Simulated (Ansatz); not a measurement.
A geometry of Ga₂O₃ away from equilibrium: step 27 of the relaxation of a randomly generated symmetric cell of Ga2O3 (space group No. 137). Calculation: PBEsol (plane waves to 420 eV, PAW, scalar-relativistic; Ansatz, an electronic-structure program). Γ-centred k-mesh 6×6×4 on the run's cell (coarser than for final values), Fermi–Dirac smearing 0.05 eV.

```yaml
crystal:
  lattice:
    - [3.75506, 0.00000, 0.00000]
    - [0.00000, 3.75506, 0.00000]
    - [0.00000, 0.00000, 9.15142]
  atoms:
    - { symbol: Ga, position: [0.00000, 0.00000, 0.31390] }
    - { symbol: Ga, position: [0.50000, 0.50000, 0.81390] }
    - { symbol: Ga, position: [0.50000, 0.50000, 0.18610] }
    - { symbol: Ga, position: [0.00000, 0.00000, 0.68610] }
    - { symbol: O, position: [0.50000, 0.00000, 0.75000] }
    - { symbol: O, position: [0.50000, 0.00000, 0.25000] }
    - { symbol: O, position: [0.00000, 0.50000, 0.75000] }
    - { symbol: O, position: [0.00000, 0.50000, 0.25000] }
    - { symbol: O, position: [0.00000, 0.00000, 0.50000] }
    - { symbol: O, position: [0.50000, 0.50000, 0.00000] }
```

### Question
Predict the force on each atom, in eV/Å.

### Answer
```tsv
atom	Fx	Fy	Fz
Ga1	0.00	0.00	0.38
Ga2	0.00	0.00	0.38
Ga3	0.00	0.00	-0.38
Ga4	0.00	0.00	-0.38
O5	0.00	0.00	0.00
O6	0.00	0.00	0.00
O7	0.00	0.00	0.00
O8	0.00	0.00	0.00
O9	0.00	0.00	0.00
O10	0.00	0.00	0.00
```

### Question
What is the pressure?

### Answer
+7.1 GPa, compression positive.

### Question
How much energy per atom can still be gained by relaxing?

### Answer
0.11 eV/atom; the path ends in I4/mmm (No. 139).

No spin polarisation in the result.

The run could not lose the symmetry of its start: the end is stationary, and may be a saddle point rather than a minimum.

The end of the path is a generated cell of Ga2O3: the first start was made by a random draw of sites in a space group, and the end was not matched to a known phase here, so it may be hypothetical. Known forms of Ga2O3 include space group No. 12, 167.
